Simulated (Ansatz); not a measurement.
One stationary structure of PbSe. Space group Cmcm (No. 63). All values below come from r2SCAN (plane waves to 500 eV, PAW, scalar-relativistic; Ansatz, an electronic-structure program).

```xyz
4
Lattice="2.1564 -6.1267 0.0000 2.1564 6.1267 0.0000 0.0000 0.0000 4.4503" Properties=species:S:1:pos:R:3 pbc="T T T"
Se     2.1564    -1.7059     3.3377
Se     2.1564     1.7059     1.1126
Pb     2.1564    -4.5151     3.3377
Pb     2.1564     4.5151     1.1126
```

### Question
Predict the band gap from r2SCAN.

### Answer
1.24 eV, direct within 0.03 eV (at 22 % of the way from T to Y) (no spin-orbit coupling).

### Question
Estimate the smallest direct gap that r2SCAN returns for this input.

### Answer
1.27 eV at 22 % of the way from T to Y.

No spin polarisation in the result. Spin-orbit coupling is missing; with elements this heavy it can move band edges by tenths of an eV or more.

The run could not lose the symmetry of its start.

The first start was generated by placing the elements on the sites of a structure type. Materials Project lists a structure of PbSe in the same space group, Cmcm (No. 63); the sites were not compared with it, nor with measured phases. Known forms of PbSe include space group No. 225.
